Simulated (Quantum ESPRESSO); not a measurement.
# W7Mg: one run as intended and one with a planted mistake

A calculation, not a measurement. The program is pw.x of Quantum ESPRESSO 7.5 (plane-wave density functional theory). The cell is made up: eight metal atoms on a hexagonal close-packed lattice, with elements, volume, strain and displacements drawn at random and not relaxed, so it may be unstable or far from any real phase. PseudoDojo standard norm-conserving files set the functional (PBE unless stated); there is no spin polarisation or spin-orbit coupling, the Fermi-Dirac width of 0.25 eV means electrons at about 2900 K, and the masses in the input are unused placeholders. Heavy elements are run without spin-orbit coupling, which real alloys of them have. A spin test at this wide smearing found no moment, but such smearing suppresses magnetism that the real alloy may have.

Intended input:

```
&control calculation='scf', pseudo_dir='./dojo.nc.sr.pbe.v0_5.standard.upf', outdir='./o', disk_io='minimal', tprnfor=.true., tstress=.true. /
&system ibrav=0, nat=8, ntyp=2, nbnd=71, ecutwfc=84.00895049, nosym=.true., tot_charge=0,
 occupations='smearing', smearing='fd', degauss=0.0183746611
/
&electrons conv_thr=1.470e-08, electron_maxstep=70, mixing_beta=0.5 /
ATOMIC_SPECIES
Mg 1.0 Mg.upf
W 1.0 W.upf
CELL_PARAMETERS angstrom
2.9495 0.0556 4.7635
2.9832 -0.0342 -4.7843
-2.9479 5.0172 0.0583
ATOMIC_POSITIONS angstrom
W -0.1165 0.0786 0.0352
W -1.4222 2.5499 0.0349
W 2.9617 1.5639 -2.2806
Mg 1.6538 4.2896 -2.3386
W 2.8543 0.1088 -0.1017
W 1.551 2.4308 -0.0232
W 2.9527 1.7239 2.3288
W 1.4645 4.2228 2.3677
K_POINTS automatic
5 5 5 1 1 1
```

The log is shortened where brackets say so; the opening notice, blank lines, dates and the lines on written files are dropped, and the path of the files is cut. It prints rydbergs, bohrs and kilobars, and counts compression as positive stress. Its total energy is the free energy E - TS of the whole cell.

Log of the intended run:

```
     Program PWSCF v.7.5
     Parallel version (MPI & OpenMP), running on       4 processor cores
     Number of MPI processes:                 4
     Threads/MPI process:                     1
     [start-up lines left out]
     bravais-lattice index     =            0
     lattice parameter (alat)  =      10.5881  a.u.
     unit-cell volume          =     960.8571 (a.u.)^3
     number of atoms/cell      =            8
     number of atomic types    =            2
     number of electrons       =       108.00
     number of Kohn-Sham states=           71
     kinetic-energy cutoff     =      84.0090  Ry
     charge density cutoff     =     336.0358  Ry
     scf convergence threshold =      1.5E-08
     mixing beta               =       0.5000
     number of iterations used =            8  plain     mixing
     Exchange-correlation= PBE
                           (   1   4   3   4   0   0   0)
     [axes and pseudopotential details left out]
   Cartesian axes
     site n.     atom                  positions (alat units)
         1        W      tau(   1) = (  -0.0207924   0.0140282   0.0062824  )
         2        W      tau(   2) = (  -0.2538284   0.4550957   0.0062288  )
         3        W      tau(   3) = (   0.5285921   0.2791185  -0.4070322  )
         4        Mg     tau(   4) = (   0.2951635   0.7655903  -0.4173838  )
         5        W      tau(   5) = (   0.5094238   0.0194182  -0.0181510  )
         6        W      tau(   6) = (   0.2768161   0.4338393  -0.0041406  )
         7        W      tau(   7) = (   0.5269858   0.3076746   0.4156347  )
         8        W      tau(   8) = (   0.2613780   0.7536681   0.4225774  )
     number of k points=    63  Fermi-Dirac smearing, width (Ry)=  0.0184
                       cart. coord. in units 2pi/alat
        k(    1) = (   0.1880787   0.2221997  -0.0014260), wk =   0.0320000
        k(    2) = (   0.1872673   0.4450989  -0.0035253), wk =   0.0320000
     [further k points left out]
     Dense  grid:    99967 G-vectors     FFT dimensions: (  64,  64,  72)
     Estimated max dynamical RAM per process >     401.58 MB
     Estimated total dynamical RAM >       1.50 GB
     Initial potential from superposition of free atoms
     starting charge     107.9956, renormalised to     108.0000
     Starting wfcs are   75 randomized atomic wfcs
     total cpu time spent up to now is        9.4 secs
     per-process dynamical memory:   326.3 Mb
     Self-consistent Calculation
     iteration #  1     ecut=    84.01 Ry     beta= 0.50
     Davidson diagonalization with overlap
     ethr =  1.00E-02,  avg # of iterations =  2.6
     Threshold (ethr) on eigenvalues was too large:
     Diagonalizing with lowered threshold
     Davidson diagonalization with overlap
     ethr =  2.68E-04,  avg # of iterations =  5.0
     total cpu time spent up to now is       59.2 secs
     total energy              =   -1180.32739926 Ry
     estimated scf accuracy    <       0.35557273 Ry
     iteration #  2     ecut=    84.01 Ry     beta= 0.50
     Davidson diagonalization with overlap
     ethr =  3.29E-04,  avg # of iterations =  2.0
     total cpu time spent up to now is       81.6 secs
     total energy              =   -1180.27166166 Ry
     estimated scf accuracy    <       0.54737229 Ry
     [iterations 3 to 13 left out]
     iteration # 14     ecut=    84.01 Ry     beta= 0.50
     Davidson diagonalization with overlap
     ethr =  8.21E-11,  avg # of iterations =  3.5
     total cpu time spent up to now is      349.3 secs
     total energy              =   -1180.39593430 Ry
     estimated scf accuracy    <       0.00000015 Ry
     iteration # 15     ecut=    84.01 Ry     beta= 0.50
     Davidson diagonalization with overlap
     ethr =  8.21E-11,  avg # of iterations =  1.6
     total cpu time spent up to now is      369.9 secs
     End of self-consistent calculation
     [lines on levels left out]
!    total energy              =   -1180.39593432 Ry
     estimated scf accuracy    <          5.0E-09 Ry
     smearing contrib. (-TS)   =      -0.13380769 Ry
     internal energy E=F+TS    =   -1180.26212663 Ry
     The total energy is F=E-TS. E is the sum of the following terms:
     one-electron contribution =    -248.71775347 Ry
     hartree contribution      =     169.51421987 Ry
     xc contribution           =    -247.09067250 Ry
     ewald contribution        =    -853.96792053 Ry
     convergence has been achieved in  15 iterations
     Forces acting on atoms (cartesian axes, Ry/au):
     atom    1 type  2   force =    -0.00665400   -0.00893145    0.01052260
     atom    2 type  2   force =     0.01448186    0.01157381    0.00025307
     atom    3 type  2   force =    -0.03823392    0.02355930   -0.02644144
     atom    4 type  1   force =    -0.03849766   -0.04181347   -0.00981830
     atom    5 type  2   force =     0.01513620   -0.03780977    0.01061495
     atom    6 type  2   force =    -0.01209599    0.01782113    0.01630827
     atom    7 type  2   force =     0.04119733    0.01625581    0.00218227
     atom    8 type  2   force =     0.02466618    0.01934464   -0.00362140
     Total force =     0.109930     Total SCF correction =     0.000265
     Computing stress (Cartesian axis) and pressure
          total   stress  (Ry/bohr**3)                   (kbar)     P=     -128.11
  -0.00100432   0.00015401  -0.00001131         -147.74       22.66       -1.66
   0.00015401  -0.00099399   0.00008716           22.66     -146.22       12.82
  -0.00001131   0.00008716  -0.00061436           -1.66       12.82      -90.38
     init_run     :      8.15s CPU      8.41s WALL (       1 calls)
     electrons    :    355.49s CPU    360.45s WALL (       1 calls)
     forces       :      3.05s CPU      3.07s WALL (       1 calls)
     stress       :     10.32s CPU     10.57s WALL (       1 calls)
     [timing details left out]
     PWSCF        :   6m18.09s CPU   6m23.61s WALL
     JOB DONE.
```

A second run has one planted mistake: one atom is of a wrong element. The input lines that differ:

```
- &system ibrav=0, nat=8, ntyp=2, nbnd=71, ecutwfc=84.00895049, nosym=.true., tot_charge=0,
+ &system ibrav=0, nat=8, ntyp=3, nbnd=71, ecutwfc=84.00895049, nosym=.true., tot_charge=0,
+ Ga 1.0 Ga.upf
- W 2.9617 1.5639 -2.2806
+ Ga 2.9617 1.5639 -2.2806
```

Its log:

```
     Program PWSCF v.7.5
     Parallel version (MPI & OpenMP), running on       4 processor cores
     Number of MPI processes:                 4
     Threads/MPI process:                     1
     [start-up lines left out]
     bravais-lattice index     =            0
     lattice parameter (alat)  =      10.5881  a.u.
     unit-cell volume          =     960.8571 (a.u.)^3
     number of atoms/cell      =            8
     number of atomic types    =            3
     number of electrons       =       107.00
     number of Kohn-Sham states=           71
     kinetic-energy cutoff     =      84.0090  Ry
     charge density cutoff     =     336.0358  Ry
     scf convergence threshold =      1.5E-08
     mixing beta               =       0.5000
     number of iterations used =            8  plain     mixing
     Exchange-correlation= PBE
                           (   1   4   3   4   0   0   0)
     [axes and pseudopotential details left out]
   Cartesian axes
     site n.     atom                  positions (alat units)
         1        W      tau(   1) = (  -0.0207924   0.0140282   0.0062824  )
         2        W      tau(   2) = (  -0.2538284   0.4550957   0.0062288  )
         3        Ga     tau(   3) = (   0.5285921   0.2791185  -0.4070322  )
         4        Mg     tau(   4) = (   0.2951635   0.7655903  -0.4173838  )
         5        W      tau(   5) = (   0.5094238   0.0194182  -0.0181510  )
         6        W      tau(   6) = (   0.2768161   0.4338393  -0.0041406  )
         7        W      tau(   7) = (   0.5269858   0.3076746   0.4156347  )
         8        W      tau(   8) = (   0.2613780   0.7536681   0.4225774  )
     number of k points=    63  Fermi-Dirac smearing, width (Ry)=  0.0184
                       cart. coord. in units 2pi/alat
        k(    1) = (   0.1880787   0.2221997  -0.0014260), wk =   0.0320000
        k(    2) = (   0.1872673   0.4450989  -0.0035253), wk =   0.0320000
     [further k points left out]
     Dense  grid:    99967 G-vectors     FFT dimensions: (  64,  64,  72)
     Estimated max dynamical RAM per process >     405.48 MB
     Estimated total dynamical RAM >       1.51 GB
     Initial potential from superposition of free atoms
     starting charge     106.9935, renormalised to     107.0000
     Starting wfcs are   74 randomized atomic wfcs
     total cpu time spent up to now is        8.7 secs
     per-process dynamical memory:   326.0 Mb
     Self-consistent Calculation
     iteration #  1     ecut=    84.01 Ry     beta= 0.50
     Davidson diagonalization with overlap
     ethr =  1.00E-02,  avg # of iterations =  3.5
     Threshold (ethr) on eigenvalues was too large:
     Diagonalizing with lowered threshold
     Davidson diagonalization with overlap
     ethr =  2.80E-04,  avg # of iterations =  5.6
     total cpu time spent up to now is       55.6 secs
     total energy              =   -1181.60105316 Ry
     estimated scf accuracy    <       0.34298021 Ry
     iteration #  2     ecut=    84.01 Ry     beta= 0.50
     Davidson diagonalization with overlap
     ethr =  3.21E-04,  avg # of iterations =  2.4
     total cpu time spent up to now is       76.7 secs
     total energy              =   -1181.53510423 Ry
     estimated scf accuracy    <       0.58269643 Ry
     [iterations 3 to 13 left out]
     iteration # 14     ecut=    84.01 Ry     beta= 0.50
     Davidson diagonalization with overlap
     ethr =  4.24E-11,  avg # of iterations =  3.7
     total cpu time spent up to now is      318.1 secs
     total energy              =   -1181.66404855 Ry
     estimated scf accuracy    <       0.00000011 Ry
     iteration # 15     ecut=    84.01 Ry     beta= 0.50
     Davidson diagonalization with overlap
     ethr =  4.24E-11,  avg # of iterations =  2.0
     total cpu time spent up to now is      336.7 secs
     End of self-consistent calculation
     [lines on levels left out]
!    total energy              =   -1181.66404856 Ry
     estimated scf accuracy    <          1.1E-09 Ry
     smearing contrib. (-TS)   =      -0.11443357 Ry
     internal energy E=F+TS    =   -1181.54961499 Ry
     The total energy is F=E-TS. E is the sum of the following terms:
     one-electron contribution =    -276.78121083 Ry
     hartree contribution      =     189.51497916 Ry
     xc contribution           =    -255.85619098 Ry
     ewald contribution        =    -838.42719234 Ry
     convergence has been achieved in  15 iterations
     Forces acting on atoms (cartesian axes, Ry/au):
     atom    1 type  3   force =    -0.00098379   -0.01408819    0.00391272
     atom    2 type  3   force =    -0.00255428    0.00988613   -0.02150479
     atom    3 type  1   force =    -0.00325189    0.03370581   -0.04262602
     atom    4 type  2   force =    -0.04304665   -0.03656906   -0.00833088
     atom    5 type  3   force =     0.00957869   -0.04864088    0.02608908
     atom    6 type  3   force =    -0.01775523    0.02381613    0.03730879
     atom    7 type  3   force =     0.02686029    0.02818979    0.00566067
     atom    8 type  3   force =     0.03115286    0.00370026   -0.00050957
     Total force =     0.122271     Total SCF correction =     0.000100
     Computing stress (Cartesian axis) and pressure
          total   stress  (Ry/bohr**3)                   (kbar)     P=     -143.16
  -0.00105259   0.00012010  -0.00001775         -154.84       17.67       -2.61
   0.00012010  -0.00107572  -0.00000657           17.67     -158.24       -0.97
  -0.00001775  -0.00000657  -0.00079117           -2.61       -0.97     -116.39
     init_run     :      8.11s CPU      8.41s WALL (       1 calls)
     electrons    :    323.04s CPU    328.02s WALL (       1 calls)
     forces       :      2.75s CPU      2.75s WALL (       1 calls)
     stress       :      9.57s CPU      9.58s WALL (       1 calls)
     [timing details left out]
     PWSCF        :   5m43.74s CPU   5m49.05s WALL
     JOB DONE.
```

|  | intended run | run with the mistake |
| --- | --- | --- |
| free energy (eV) | -16060.105 | -16077.358 |
| entropy term -TS, part of it (eV) | -1.821 | -1.557 |
| pressure (GPa) | -12.81 | -14.32 |
| size of the largest force component (eV/Å) | 1.075 | 1.251 |
| largest change of a force component (eV/Å) |  | 0.899 |
| iterations | 15 | 15 |

For scale, a rerun of the intended cell at a higher cutoff and on a denser mesh moved values by no more than 0.002 eV in energy, 0.02 GPa in stress and 0.006 eV/Å in force, and a second program with other atomic files agreed on that cell to 2 % rms in force and 0.5 GPa in pressure. Files of another functional or element have another zero of energy, so the energy change says nothing on stability.